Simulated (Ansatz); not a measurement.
**Ba₂SrN₂: do energies and stresses tell the same story?**

Theory: DFT r2SCAN, scalar-relativistic, plane waves, PAW in Ansatz 0.2.0.

Settings: cutoff 500 eV, Γ-centred mesh 12×12×4 on the computed 5-atom cell, Gaussian smearing of 0.10 eV; no spin polarisation.

Relaxed cell: P-3m1, a = 3.876 Å, b = 3.876 Å, c = 10.412 Å, α = 90.00°, β = 90.00°, γ = 120.00°, 5 atoms in the primitive cell. Whether it is the stable form of this composition wasn't checked.

Energies at zero smearing and pressures from the stress tensor, at volumes with shape and atoms relaxed:
| V (Å³/atom) | E − E(first) (meV/atom) | P (GPa) |
| --- | --- | --- |
| 25.473 | 0.00 | 0.677 |
| 26.286 | -2.02 | 0.263 |
| 27.099 | -2.13 | -0.008 |
| 27.911 | -1.22 | -0.234 |
| 28.724 | 0.58 | -0.413 |

Question: Check P = −dE/dV between neighbouring volumes, and get the bulk modulus from the pressures alone.

Answer: With 1 eV/Å³ = 160.2 GPa:
| middle V (Å³/atom) | −ΔE/ΔV (GPa) | mean P (GPa) |
| --- | --- | --- |
| 25.879 | 0.398 | 0.470 |
| 26.692 | 0.022 | 0.128 |
| 27.505 | -0.180 | -0.121 |
| 28.318 | -0.354 | -0.323 |

The two differ by 0.106 GPa at most. The mean of two end pressures misses the average over a step by about ΔV² P″/12, up to 0.018 GPa here; with that taken off 0.100 GPa remains. The stress is the derivative of the free energy, not of the energy at zero smearing, and with free energies 0.00 GPa remains. Around V = 27.099 Å³/atom, the two neighbours give B = −V ΔP/ΔV = 27.099 × 0.497 / 1.626 = 8.3 GPa, against B0 = 9.0 GPa from the Birch–Murnaghan fit of the energies, which describes these points poorly (B0' = 12.3).